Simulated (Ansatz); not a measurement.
## CdC2 under pressure

Theory: DFT PBE, scalar-relativistic, plane waves, PAW in Ansatz 0.2.0. Cutoff 420 eV, 8×8×8 k-points (Γ-centred), fixed occupations. No spin polarisation. Phonons by linear response, acoustic sum rule imposed.

Relaxed structure:
```cif
data_structure
_symmetry_space_group_name_H-M 'P 1'
_symmetry_Int_Tables_number 1
_cell_length_a 4.1495
_cell_length_b 4.1495
_cell_length_c 4.1495
_cell_angle_alpha 115.394
_cell_angle_beta 115.394
_cell_angle_gamma 98.183
_cell_volume 53.45
loop_
_atom_site_label
_atom_site_type_symbol
_atom_site_fract_x
_atom_site_fract_y
_atom_site_fract_z
_atom_site_occupancy
Cd1 Cd 0.00000 0.00000 0.00000 1
C1 C 0.61425 0.61425 0.00000 1
C2 C 0.38575 0.38575 0.00000 1
```

Its imaginary modes show that this cell, built by swapping an element in a database structure, isn't a minimum of the energy. The crystal is built of chains and no dispersion correction was added, so the binding between them is poorly described, and with it their spacing and whatever depends on it.

The cell is relaxed again at 2 and 5 and 13 and 21 and 31 and 41 GPa. How do volume, gap and optical modes at Γ (cm⁻¹, counted from the lowest optical one; a degenerate one stands once) change?

Answers

```tsv
	0 GPa	2 GPa	5 GPa	13 GPa	21 GPa	31 GPa	41 GPa
V/V0	1.000	0.908	0.836	0.739	0.684	0.639	0.606
gap (eV)	3.69	3.53	3.42	2.74	2.27	1.89	1.54
ε∞, mean	4.22	4.58	4.92	5.48	5.86	6.21	6.49
mode 1	50i	96i	114i	103i	35i	122	180
mode 3	306	318	328	344	354	364	375
mode 5	549	534	518	488	465	445	432
mode 6	2012	2003	1995	1984	1977	1972	1970
```